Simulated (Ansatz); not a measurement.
input.yaml (Ansatz 0.2.0):

```yaml
crystal:
  lattice:
    - [0.0, 3.7808890461, 3.7808890461]
    - [3.8186979366, 0.0, 3.7808890461]
    - [7.6373958731, 7.5617780922, 0.0]
  atoms:
    - { symbol: Eu, position: [0.0, 0.0, 0.0], spin: 7.31 }
    - { symbol: Te, position: [0.25, 0.25, 0.125] }
    - { symbol: Te, position: [0.75, 0.75, 0.375] }
    - { symbol: Eu, position: [0.0, 0.0, 0.5], spin: -7.31 }
    - { symbol: Te, position: [0.25, 0.25, 0.625] }
    - { symbol: Te, position: [0.75, 0.75, 0.875] }
basis:
  ecutwfc: 420
  ecutrho_ratio: 4
kpoints:
  mp_grid: { grid: [8, 8, 4] }
hamiltonian:
  xc: pbe
scf:
  occupations: { method: gaussian, width: 0.05 }
output:
  forces: true
  stress: true
  eigenvalues: true
  populations: true
magnetization:
  spin_polarized: true
```

Launched as:
```sh
ansatz run input.yaml --threads 2 --pin off --max-ram 2662MiB --backend cpu --events-out ev --progress --plain --runs-dir out
```

The structure was built from a prototype; whether the compound forms in it isn't claimed.

The output:

```
Eu: projections on atomic orbitals take those of the free atom [Kr 4d10] 4f7 5s2 5p6 5d0 6s2, of charge +0.00 (hamiltonian.pseudopotentials.projection_atoms); the dataset's partial waves leave at most 1.0e-3 of an orbital's norm unspanned inside its sphere
Pseudopotentials: kind: paw
Pseudopotential: Eu, paw, valence charge 17, recommended cutoff 420 eV (normal), Eu.paw.azcp
Pseudopotential: Te, paw, valence charge 16, recommended cutoff 420 eV (normal), Te.paw.azcp
Crystal: 6 atoms, lattice volume = 218.355 Å³
Basis set: ecut = 420 eV, 4219 PW (Γ), exchange–correlation on 72×72×144 points (8 copies of the dense FFT grid, shifted against one another)
Bands: 68, of which v1, the nominal top of the filled ones, is band 49 counted from 1 (48 counted from 0)
Symmetry: 4 space group operations
Space group: C2/m (ITA 12), of the structure as read, at distance tolerance 6.0e-5 Å
Magnetic group: BNS 12.63 (UNI 70), of the structure as read, at distance tolerance 6.0e-5 Å
k-points: 78 of 256
Initial density: superposition of atomic densities (chi_scale 0.1, normalization cell)
Starting moments: Σ|m| = 14.62 μB on 2 of 6 sites
Starting magnetic order: antiferromagnet; a translation exchanges its spin sublattices: spin-degenerate at every k-point
Initial wavefunctions: pseudopotential atomic-orbital guess
Functional: x = pbe(κ = 0.804, μ = 0.21951), c = pbe(β = 0.06672)
iter 1 solved again at ethr=8.07e-4 eV; its pass at ethr=3.10e-3 eV (dr2=7.90e-1 eV) is discarded
```

```
SCF iter   1: F=—  HF=-45456.889631 eV  |F-HF|=—  |Δ(HF+E_count)|=         —  Δρ=1.95e-2 (↑1.95e-2 ↓1.95e-2)  dr2=7.95e-1  dr2_m=5.91e-1  M=0.000 μB ∫|m|=13.664 μB
Mixer restart at iter 1: flushing history
SCF iter   2: F=—  HF=-45457.330126 eV  |F-HF|=—  |Δ(HF+E_count)|=   4.40e-1  Δρ=1.29e-2 (↑1.29e-2 ↓1.29e-2)  dr2=4.41e-1  dr2_m=2.54e-1  M=0.000 μB ∫|m|=13.663 μB
SCF iter   3: F=—  HF=-45457.898789 eV  |F-HF|=—  |Δ(HF+E_count)|=   5.69e-1  Δρ=6.34e-3 (↑6.34e-3 ↓6.34e-3)  dr2=2.25e-1  dr2_m=4.64e-2  M=0.000 μB ∫|m|=13.777 μB
SCF iter   4: F=—  HF=-45458.128837 eV  |F-HF|=—  |Δ(HF+E_count)|=   2.30e-1  Δρ=2.81e-3 (↑2.81e-3 ↓2.81e-3)  dr2=1.03e-1  dr2_m=4.17e-3  M=0.000 μB ∫|m|=13.903 μB
SCF iter   5: F=—  HF=-45458.167119 eV  |F-HF|=—  |Δ(HF+E_count)|=   3.83e-2  Δρ=7.49e-4 (↑7.49e-4 ↓7.49e-4)  dr2=8.25e-3  dr2_m=2.17e-4  M=0.000 μB ∫|m|=14.001 μB
SCF iter   6: F=—  HF=-45458.174080 eV  |F-HF|=—  |Δ(HF+E_count)|=   6.96e-3  Δρ=4.16e-4 (↑4.16e-4 ↓4.16e-4)  dr2=2.76e-3  dr2_m=6.37e-5  M=0.000 μB ∫|m|=13.969 μB
SCF iter   7: F=—  HF=-45458.176446 eV  |F-HF|=—  |Δ(HF+E_count)|=   2.37e-3  Δρ=2.65e-4 (↑2.65e-4 ↓2.65e-4)  dr2=8.66e-4  dr2_m=4.71e-5  M=0.000 μB ∫|m|=13.960 μB
SCF iter   8: F=—  HF=-45458.177451 eV  |F-HF|=—  |Δ(HF+E_count)|=   1.00e-3  Δρ=9.42e-5 (↑9.42e-5 ↓9.42e-5)  dr2=6.44e-5  dr2_m=7.79e-6  M=0.000 μB ∫|m|=13.959 μB
SCF iter   9: F=—  HF=-45458.171643 eV  |F-HF|=—  |Δ(HF+E_count)|=   5.81e-3  Δρ=1.94e-5 (↑1.94e-5 ↓1.94e-5)  dr2=3.33e-6  dr2_m=1.34e-7  M=0.000 μB ∫|m|=13.957 μB
SCF iter  10: F=—  HF=-45458.171657 eV  |F-HF|=—  |Δ(HF+E_count)|=   1.40e-5  Δρ=7.25e-6 (↑7.25e-6 ↓7.25e-6)  dr2=5.76e-7  dr2_m=4.66e-9  M=0.000 μB ∫|m|=13.956 μB
SCF iter  11: F=—  HF=-45458.171660 eV  |F-HF|=—  |Δ(HF+E_count)|=   2.88e-6  Δρ=8.07e-6 (↑8.07e-6 ↓8.07e-6)  dr2=2.74e-7  dr2_m=6.33e-8  M=0.000 μB ∫|m|=13.956 μB
SCF iter  12: F=—  HF=-45458.171661 eV  |F-HF|=—  |Δ(HF+E_count)|=   3.67e-7  Δρ=1.67e-6 (↑1.67e-6 ↓1.67e-6)  dr2=1.35e-8  dr2_m=2.89e-9  M=0.000 μB ∫|m|=13.957 μB
SCF iter  13: F=-45458.171661 eV  HF=-45458.171661 eV  |F-HF|=6.21e-9  |Δ(HF+E_count)|=   3.71e-8  Δρ=1.62e-6 (↑1.62e-6 ↓1.62e-6)  dr2=1.23e-8  dr2_m=2.62e-9  M=0.000 μB ∫|m|=13.956 μB
```

```
SCF 1 converged in 13 iterations: F = -45458.171661 eV  dr2 = 1.23e-8
SCF converged after 13 iterations
Magnetization: 0.0000 μB (49.0000 up, 49.0000 down)
Absolute magnetization: 13.9596 μB (∫|ρ↑−ρ↓|, with the PAW one-centre terms)
Per-site moments (μB) at R_I (Å): [(6.64647, 1.35518), (-0.08036, 1.35518), (0.08036, 1.35518), (-6.64647, 1.35518), (0.08036, 1.35518), (-0.08036, 1.35518)]
Free energy (F): -45458.171661 eV
E sigma→0 (E₀):  -45458.166172 eV
Entropy (-TS):   -0.010977 eV (-1.829 meV/atom)
Fermi energy:    8.059051 eV
--- Per-component energies (eV) ---
  E_band       = -1162.281708
  E_kinetic    = 1431.785245
  E_local      = -9736.543487  (includes V_loc(G=0)·N_el)
  E_nonlocal   = -315.066325
  E_hartree    = 5117.048590
  E_xc         = -856.031425
  E_vxc        = -827.769411  (∫ρ·V_xc dr)
  E_paw        = -31414.204048  (= ΣΔE_a)
  E_vpaw       = -1948.790903  (= ΣTr[D̂ρ^β])
  E_aug_tail   = -0.000796  (compensation charges beyond the density's cutoff)
  E_ewald      = -9685.148438
  E_smearing   = -0.010977  (= −TS)
--- Forces (eV/Å), atoms counted from 1 ---
  atom   1  Eu     0.00000000     0.00000000     0.00000000
  atom   2  Te     0.00641878     0.00383160    -0.00383160
  atom   3  Te    -0.00641878    -0.00383160     0.00383160
  atom   4  Eu     0.00000000     0.00000000     0.00000000
  atom   5  Te     0.00641878     0.00383160    -0.00383160
  atom   6  Te    -0.00641878    -0.00383160     0.00383160
--- Stress (GPa, compression-positive) ---
        0.610499       0.025415      -0.025415
        0.025415      -0.764344      -0.026972
       -0.025415      -0.026972      -0.764344
  P = ⅓ Tr σ = -0.3061 GPa (-3.061 kbar)
--- Löwdin populations: 6 sites ---
  site symbol       q [e]    m [muB]
     0     Eu     16.9730     6.7943
     1     Te     15.9752    -0.1217
     2     Te     15.9752     0.1217
     3     Eu     16.9730    -6.7943
     4     Te     15.9752     0.1217
     5     Te     15.9752    -0.1217
```

In short (PBE): pressure -0.3 GPa, gap on the mesh zero (metallic), site spin moments Eu 6.65, -6.65; Te -0.08, 0.08 μB, largest force component 0.006 eV/Å.

Cost: 38 s on 2 threads of Intel(R) Xeon(R) 6975P-C (Granite Rapids), on a shared host, peak memory 1.6 GiB.

Without a U the 4f levels of Eu lie too near the Fermi level, so their share of the states there, and what hangs on it, is overstated. These numbers lack spin–orbit coupling. Site moments are of spin, integrated over atomic spheres. A displaced or strained copy of the relaxed cell lay 0.7 meV/atom lower, so on this mesh the structure isn't a minimum; in a metal a finer mesh can change so small a difference.
